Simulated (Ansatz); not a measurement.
Given:

BaCuTeF:
```
CELL_PARAMETERS angstrom
      4.35970     0.00000     0.00000
      0.00000     4.35970     0.00000
      0.00000     0.00000     9.27197
ATOMIC_POSITIONS crystal
  Ba 0.00000 0.50000 0.65853
  Ba 0.50000 0.00000 0.34147
  Cu 0.00000 0.00000 0.00000
  Cu 0.50000 0.50000 0.00000
  Te 0.50000 0.00000 0.83909
  Te 0.00000 0.50000 0.16091
  F  0.50000 0.50000 0.50000
  F  0.00000 0.00000 0.50000
```

This is the PBEsol-relaxed structure.

Question: All from plane-wave PAW PBEsol (Ansatz code), unless another level is named. Estimate the highest zone-centre frequency (without LO–TO term).

Answer: 246 cm⁻¹.

Question: Give the bulk modulus (Birch–Murnaghan fit).

Answer: 524 kbar.

Space group P4/nmm. The workflow started from a Materials Project entry (that database holds measured and hypothetical structures alike); the Crystallography Open Database copy checked does not list it. Whether it is the stable phase at ambient conditions was not checked. The PBEsol relaxation kept the symmetry of its start; phonons show weakly imaginary modes. No spin polarisation was allowed. No Hubbard U is applied. Scalar-relativistic: spin–orbit coupling is off unless named, which matters more the heavier the elements.

Potentials: the later of the program's two PAW sets.
